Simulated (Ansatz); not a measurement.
A geometry of Sn away from equilibrium: step 2 of the relaxation of a relaxed Sn cell, doubled along one cell vector, shaken by Gaussian noise of σ = 0.08 Å a coordinate. The numbers are results of PBEsol (plane waves to 420 eV, PAW, scalar-relativistic; Ansatz, a first-principles code), not measurements. Γ-centred k-mesh 9×5×9 on the run's cell (coarser than for final values), Fermi–Dirac smearing 0.05 eV.

```xyz
4
Lattice="0.0146 3.2653 3.2647 6.5469 0.0157 6.5428 3.2677 3.2661 0.0137" Properties=species:S:1:pos:R:3:forces:R:3 pbc="T T T" free_energy=-23799.115 pressure_GPa=0.8
Sn     3.1982     3.2912     3.3022    0.6823    0.1661   -0.9827
Sn     6.4892     3.2425     6.5423    0.6546    0.8081   -0.5681
Sn     4.9281     4.9079     4.8006   -0.6379   -0.2112    1.0320
Sn     8.1964     4.9680     8.1163   -0.6991   -0.7630    0.5188
```

Positions in Å, forces in eV/Å, free energy of the cell in eV (comparable only within this code, potentials and settings). Largest force: 1.23 eV/Å, on Sn3 (atoms numbered as listed); the geometry lies 0.04 eV/atom above the end of its relaxation.

No spin polarisation in the result.
